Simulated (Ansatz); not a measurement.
# What DFT gives for GeB₃Br₃

```xyz
7
Lattice="5.1943 0.0000 0.0000 0.0000 5.1943 0.0000 0.0000 0.0000 5.1943" Properties=species:S:1:pos:R:3 pbc="T T T"
B     2.5972    2.5972    0.0000
B     0.0000    2.5972    2.5972
B     2.5972    0.0000    2.5972
Ge    2.5972    2.5972    2.5972
Br    2.5972    0.0000    0.0000
Br    0.0000    2.5972    0.0000
Br    0.0000    0.0000    2.5972
```

Single point in Ansatz 0.2.0 with PBE, no spin polarisation. Cutoff 420 eV, PAW datasets, 7×7×7 Γ-centred k mesh, gaussian filling (width 0.0332 eV).

**Question.** What does the stress say?

**Answer.** The pressure is -8.1 GPa (compression positive), so with the atoms held at these fractions the cell would first shrink.

**Question.** Describe some of the short contacts.

**Answer.** B–Ge at 2.60 Å: least valence density 0.29 e/Å³ and ELF 0.75 there. B–Br at 2.60 Å: least valence density 0.27 e/Å³ and ELF 0.47 there. These are pseudo-fields; inside the PAW spheres they differ from the all-electron ones.

**Question.** What is the formation energy?

**Answer.** 1.13 eV an atom against the elements' usual phases (free molecules for gases, crystals otherwise, with no correction for O₂ or N₂), so at this geometry it isn't bound against them. Relaxing would lower it.

**Question.** What happens at the Fermi level?

**Answer.** It is a metal, with about 3.2 states/eV a cell as the mean within 0.25 eV of the Fermi level, mostly B p (32 %), Br p (30 %) and B s (22 %).

**Question.** Are the atoms at rest?

**Answer.** The forces vanish by the symmetry of the sites.

Origin: a known structure type with other elements, at an estimated volume, so it need not be a known compound. Caveats: many states at the Fermi level without spin polarisation, so a magnetic state may lie lower.
